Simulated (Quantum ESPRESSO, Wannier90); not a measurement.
Wannier functions of Sn (Immm)

Cell from Materials Project (mp-623511), symmetrised, no further relaxation. Not found in the COD (Crystallography Open Database) copy used, which has the formula in other groups; not checked further. Computed values, not measurements, from PBEsol: Quantum ESPRESSO (norm-conserving PseudoDojo potentials, cutoff 58 Ry, spinors with spin-orbit coupling) on a Γ-centred 10×10×10 mesh, then Wannier90. Density: 16×16×16 mesh, cold smearing 0.01 Ry.

Input w.win:

```
num_bands = 20
num_wann = 8
exclude_bands = 1-10
spinors = true
num_iter = 0
conv_tol = 1.0e-7
conv_window = 4
dis_num_iter = 1000
dis_conv_tol = 1.0e-7
dis_froz_max = 11.76
write_hr = true
write_u_matrices = true
begin projections
Sn: s;p
end projections
begin unit_cell_cart
ang
   -1.7265400000    1.7755450000    2.3383400000
    1.7265400000   -1.7755450000    2.3383400000
    1.7265400000    1.7755450000   -2.3383400000
end unit_cell_cart
begin atoms_frac
Sn   0.0000000000  0.0000000000  0.0000000000
end atoms_frac
mp_grid = 10 10 10
begin kpoints
0.0000000000 0.0000000000 0.0000000000
0.0000000000 0.0000000000 0.1000000000
0.0000000000 0.0000000000 0.2000000000
... (997 more lines: the 10x10x10 mesh through Gamma)
end kpoints
```

On the energy scale of pw.x, whose zero is arbitrary, the Fermi level lies at 10.26 eV. Lines of w_hr.dat (R1 R2 R3 m n Re Im, eV) for R = 0 and one of the shortest lattice vectors, rounded to 0.01 eV, lines under 0.02 eV left out; orbitals in order: Sn1 s↑, Sn1 s↓, Sn1 pz↑, Sn1 pz↓, Sn1 px↑, Sn1 px↓, Sn1 py↑, Sn1 py↓.

```
    0    0    0    1    1     4.26     0.00
    0    0    0    2    2     4.26     0.00
    0    0    0    3    3    11.51     0.00
    0    0    0    6    3    -0.19     0.00
    0    0    0    8    3     0.00    -0.19
    0    0    0    4    4    11.51     0.00
    0    0    0    5    4     0.19     0.00
    0    0    0    7    4     0.00    -0.19
    0    0    0    4    5     0.19     0.00
    0    0    0    5    5    11.50     0.00
    0    0    0    7    5     0.00     0.19
    0    0    0    3    6    -0.19     0.00
    0    0    0    6    6    11.50     0.00
    0    0    0    8    6     0.00    -0.19
    0    0    0    4    7     0.00     0.19
    0    0    0    5    7     0.00    -0.19
    0    0    0    7    7    11.43     0.00
    0    0    0    3    8     0.00     0.19
    0    0    0    6    8     0.00     0.19
    0    0    0    8    8    11.43     0.00
   -1   -1   -1    1    1    -0.35     0.00
   -1   -1   -1    3    1     0.58     0.00
   -1   -1   -1    5    1     0.43    -0.01
   -1   -1   -1    7    1     0.43     0.01
   -1   -1   -1    2    2    -0.35     0.00
   -1   -1   -1    4    2     0.58     0.00
   -1   -1   -1    6    2     0.43     0.01
   -1   -1   -1    8    2     0.43    -0.01
   -1   -1   -1    1    3    -0.58     0.00
   -1   -1   -1    3    3     0.63     0.00
   -1   -1   -1    5    3     0.63    -0.01
   -1   -1   -1    7    3     0.66     0.01
   -1   -1   -1    2    4    -0.58     0.00
   -1   -1   -1    4    4     0.63     0.00
   -1   -1   -1    6    4     0.63     0.01
   -1   -1   -1    8    4     0.66    -0.01
   -1   -1   -1    1    5    -0.43    -0.01
   -1   -1   -1    3    5     0.63     0.01
   -1   -1   -1    5    5     0.38     0.00
   -1   -1   -1    7    5     0.36     0.01
   -1   -1   -1    2    6    -0.43     0.01
   -1   -1   -1    4    6     0.63    -0.01
   -1   -1   -1    6    6     0.38     0.00
   -1   -1   -1    8    6     0.36    -0.01
   -1   -1   -1    1    7    -0.43     0.01
   -1   -1   -1    3    7     0.66    -0.01
   -1   -1   -1    5    7     0.36    -0.01
   -1   -1   -1    7    7     0.39     0.00
   -1   -1   -1    2    8    -0.43    -0.01
   -1   -1   -1    4    8     0.66     0.01
   -1   -1   -1    6    8     0.36     0.01
   -1   -1   -1    8    8     0.39     0.00
```
